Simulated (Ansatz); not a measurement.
A single-point calculation of CsSnI3 built on the cubic perovskite prototype with the PAW code Ansatz, at the level r2SCAN. The cell was relaxed with r2SCAN and then strained (isotropic -4.0 % on every length), with the atoms relaxed again with r2SCAN; k points keep the names of the unstrained zone.

```yaml
crystal:
  lattice:
    - [5.9918310766, 0.0, 0.0]
    - [0.0, 5.9918310766, 0.0]
    - [0.0, 0.0, 5.9918310766]
  atoms:
    - { symbol: Cs, position: [0.0, 0.0, 0.0] }
    - { symbol: Sn, position: [0.5, 0.5, 0.5] }
    - { symbol: I, position: [0.5, 0.5, 0.0] }
    - { symbol: I, position: [0.5, 0.0, 0.5] }
    - { symbol: I, position: [0.0, 0.5, 0.5] }
kpoints:
  mp_grid: { grid: [4, 4, 4] }
  band_path:
    path: [[0.0, 0.0, 0.0], [0.0, 0.5, 0.0], [0.5, 0.5, 0.0], [0.5, 0.5, 0.5]]
    npoints: 1
hamiltonian:
  xc: r2scan
scf:
  occupations: { method: fermi_dirac, width: 0.02 }
  n_extra_bands: 5
output:
  forces: true
  stress: true
  eigenvalues: true
  write_density: true
  write_potential: true
  elf: true
  volumetric_format: npy
```

Some lines of the output have been replaced by numbered gaps.
```
Functional definition: r2SCAN
Crystal: 5 atoms, lattice volume = 215.119 Å³
Basis set: ecut = 500 eV, 5449 PW (Γ)
Bands: 42, of which v1, the nominal top of the filled ones, is band 37 counted from 1 (36 counted from 0)
Symmetry: 48 space group operations
Space group: Pm-3m (ITA 221)
k-points: 10 of 64
SCF converged after 7 iterations
Free energy (F): -34313.620450 eV
Internal energy: -34313.619254 eV  (E = F + TS)
E sigma→0 (E₀):  -34313.619852 eV
Entropy (-TS):   -0.001197 eV (-0.239 meV/atom)
[1]
--- Per-component energies (eV) ---
  E_band       = -1410.472749
  E_kinetic    = 896.391195
  E_local      = -8462.926096
  E_nonlocal   = -275.582803
  E_hartree    = 4358.986317
  E_xc         = -903.101788
  E_vxc        = -664.965425
  E_paw        = -23764.396157
  E_vpaw       = -1659.351102
  E_vtau       = 37.990427
  E_ewald      = -6163.994184
  E_core_change = 1.004358
  E_smearing   = -0.001197
--- Stress (GPa, compression-positive) ---
[2]
--- Band table (eV; the first three rows and the last of 10) ---
[3]
```

The rows of the band table are 0: (0, 0, 0) = Γ, 1: (0, 0, 1/4), 2: (0, 0, -1/2) = X, 9: (-1/2, -1/2, -1/2) = R.

**Question.** Fill in the blanks. They hold the Fermi energy and the band table, the stress.

**Answer.**
```
[1]
Fermi energy:    6.875913 eV
[2]
        2.737848       0.000000       0.000000
        0.000000       2.737848       0.000000
        0.000000       0.000000       2.737848
  P = ⅓ Tr σ = 2.7378 GPa (27.378 kbar)
[3]
  k-point 0: bands = […, 3.5484, 3.5484, 3.5484, 3.7818, 3.7818, 3.7818, 8.9535, 9.4534, 9.4534, 9.8434, …]
  k-point 1: bands = […, 3.4213, 3.4213, 3.4380, 3.6770, 3.6770, 3.8697, 9.5791, 9.7444, 10.0442, 10.0635, …]
  k-point 2: bands = […, 3.2672, 3.2672, 3.3356, 3.6042, 3.6042, 4.8525, 7.6933, 10.5909, 10.6542, 10.7343, …]
  k-point 9: bands = […, 3.4349, 3.4349, 4.3033, 4.3033, 4.3033, 6.8898, 6.8898, 6.8898, 7.0229, 9.6216, …]
```
The trailing digits, and the zero of the energies, depend on the potentials and thresholds.

r2SCAN gives a gap of zero: filled and empty bands touch at R. At this geometry r2SCAN finds +2.74 GPa, compression counted positive: its own equilibrium volume is larger.

Command: `ansatz run input.yaml --threads 2 --pin off --max-ram 29491MiB --backend cpu --events-out ev --progress --plain --runs-dir out`. Wall time 7 s on 2 threads of AMD EPYC 7R13 Processor (Zen 3) (shared host); peak host memory 1.1 GiB.

Spin-unpolarised throughout. Whether this structure exists isn't addressed.

Spin-orbit coupling is left out, which matters wherever the heavy atoms make up the band edges.
